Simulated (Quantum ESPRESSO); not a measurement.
```xyz
7
Lattice="5.3759 0.0000 0.0000 0.0000 5.3759 0.0000 0.0000 0.0000 5.0601" Properties=species:S:1:pos:R:3 pbc="T T T"
S      1.2945     4.0814     1.2980
S      4.0814     4.0814     3.7621
S      4.0814     1.2945     1.2980
S      1.2945     1.2945     3.7621
Cu     0.0000     2.6879     0.0000
Cu     2.6879     0.0000     0.0000
W      0.0000     0.0000     0.0000
```

Cell and atoms were relaxed with PBE+D3(BJ) from Materials Project entry mp-8976, within its symmetry.

Task: What does norm-conserving PBEsol (Quantum ESPRESSO, 92 Ry, no spin-orbit coupling) give for the electronic structure near the Fermi level?

Result: The PBEsol gap is indirect, 1.18 eV, from A to X; the smallest direct gap is 1.65 eV. Without spin-orbit coupling, band edges of such heavy elements can be off by tenths of an eV. The 3d shell has no Hubbard U; the runs are without spin polarisation, and magnetic order was not tried.

The structure is a Materials Project entry; no match was found in the copy of COD used, and its stability was not checked.
